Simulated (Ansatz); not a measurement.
## Ti$_{10}$O$_{13}$ (C2/m): electronic heat capacity and spin susceptibility from the density of states

Computed with DFT r2SCAN, scalar-relativistic, plane waves, PAW in Ansatz 0.2.0.

Cutoff 500 eV; k points 10×10×4 on the computed 23-atom cell (Γ-centred); Gaussian smearing, width 0.10 eV; no spin polarisation.

Relaxed cell: C2/m, a = 9.250 Å, b = 4.119 Å, c = 12.064 Å, α = 90.00°, β = 94.42°, γ = 90.00°, 23 atoms in the primitive cell. Whether it is the stable form of this composition wasn't checked.

The density of states at the Fermi level is 7.686 states/eV in the cell of 23 atoms (1 formula unit; both spins, tetrahedra on a 15×15×6 mesh). Averaged over bins of 0.1 eV the density runs from 6.5 to 11.5 states/eV within 0.2 eV of the Fermi level, so the figure hangs on the exact place of that level.

Question: What Sommerfeld coefficient and Pauli susceptibility does this give?

Answer: Per formula unit N(E_F) = 7.686 states/eV. γ = (π²/3) k_B² N(E_F) N_A = 2.357 mJ/(mol K²) per state/eV, so γ = 18.1 mJ/(mol K²), a mole of formula units. χ_P = μ_B² N(E_F) N_A = 3.23×10⁻⁵ emu/mol per state/eV gives 24.8×10⁻⁵ emu/mol. This is the bare band result: a measured γ of the same phase is as a rule larger by a factor 1 + λ from phonons and spin fluctuations, the spin part of χ is larger by the Stoner factor, and a measured χ also holds orbital and core terms. N(E_F) at one energy is sensitive to the mesh where the density of states has sharp peaks.

A ferromagnetic start lost its moments in a first run, so spin was left out; other magnetic orders weren't tried.

Cost: 1 run of about 24 core-minutes, on Intel Xeon Platinum 8488C (Sapphire Rapids) (shared hosts).